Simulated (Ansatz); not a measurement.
SrTiO3:
```yaml
crystal:
  lattice:
    - [3.85481, 0.00000, 0.00000]
    - [0.00000, 3.85481, 0.00000]
    - [0.00000, 0.00000, 3.85481]
  atoms:
    - { symbol: Sr, position: [0.00000, 0.00000, 0.00000] }
    - { symbol: Ti, position: [0.50000, 0.50000, 0.50000] }
    - { symbol: O, position: [0.50000, 0.00000, 0.50000] }
    - { symbol: O, position: [0.00000, 0.50000, 0.50000] }
    - { symbol: O, position: [0.50000, 0.50000, 0.00000] }
```

This is the LDA-relaxed structure.

**Question.** All from LDA in the plane-wave PAW code Ansatz, unless another level is named. Estimate the electronic dielectric constant ε∞ (DFPT).

**Answer.** 6.30.

**Question.** And the Born charges (a third of the trace)?

**Answer.** Sr +2.56, Ti +7.32, O -3.29 e.

Space group Pm-3m (cubic perovskite). The LDA relaxation kept the symmetry of its start. At this level the phase is dynamically unstable (imaginary phonons). The run is not spin-polarised. Scalar-relativistic: spin–orbit coupling is off unless named, which matters more the heavier the elements.

Potentials: the earlier of the program's two PAW sets. The files were generated under PBE; for other functionals the program regenerates the frozen cores, and for LDA and PBEsol the local potential too.
